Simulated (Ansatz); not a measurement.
Total density of states per atom from DFT-r²SCAN in the program Ansatz with PAW potentials, in 0.25 eV bins, energy from the Fermi level:

(E (eV), states/eV/atom): (-7.85, 0.00); (-7.60, 0.00); (-7.35, 0.00); (-7.10, 0.00); (-6.85, 0.00); (-6.60, 0.00); (-6.35, 0.08); (-6.10, 0.32); (-5.85, 0.47); (-5.60, 0.36); (-5.35, 0.30); (-5.10, 0.34); (-4.85, 0.33); (-4.60, 0.43); (-4.35, 0.48); (-4.10, 0.60); (-3.85, 0.69); (-3.60, 0.73); (-3.35, 0.97); (-3.10, 1.15); (-2.85, 0.79); (-2.60, 0.73); (-2.35, 0.17); (-2.10, 0.69); (-1.85, 0.90); (-1.60, 0.88); (-1.35, 0.69); (-1.10, 0.46); (-0.85, 0.35); (-0.60, 0.32); (-0.35, 0.22); (-0.10, 0.37); (0.15, 0.47); (0.40, 0.42); (0.65, 0.51); (0.90, 0.58); (1.15, 0.69); (1.40, 0.78); (1.65, 1.01); (1.90, 0.96); (2.15, 0.86); (2.40, 0.80); (2.65, 0.67)

**Question.** Pick the material that matches.
(A) BaCd2Ge2, I4/mmm (Ge on 4e, Cd on 4d, Ba on 2a)
(B) LaAg2Ge2, I4/mmm (La on 2a, Ag on 4d, Ge on 4e)
(C) Hf2Nb3Ge4, Pnma (Pearson symbol oP36)
(D) Ta3Ge, P4_2/n (Ta on 8g, Ta on 8g, Ta on 8g, Ge on 8g)

**Answer.** C, Hf2Nb3Ge4, Pnma (Pearson symbol oP36). Within 0.5 eV of the Fermi level: Nb 4d 57 %, Hf 5d 26 %, Ge 4p 12 %. Projections are on Löwdin-orthogonalised atomic valence shells; empty p or d shells of many metals are not among them.

The workflow started from a Materials Project entry (that database holds measured and hypothetical structures alike); the Crystallography Open Database copy checked does not list it. Whether it is the stable phase at ambient conditions was not checked. Symmetry was held in the r²SCAN relaxation; its stability against distortions is not shown here. No spin polarisation was allowed. Scalar-relativistic: spin–orbit coupling is off unless named, which matters more the heavier the elements.

Potentials: the later of the program's two PAW sets.
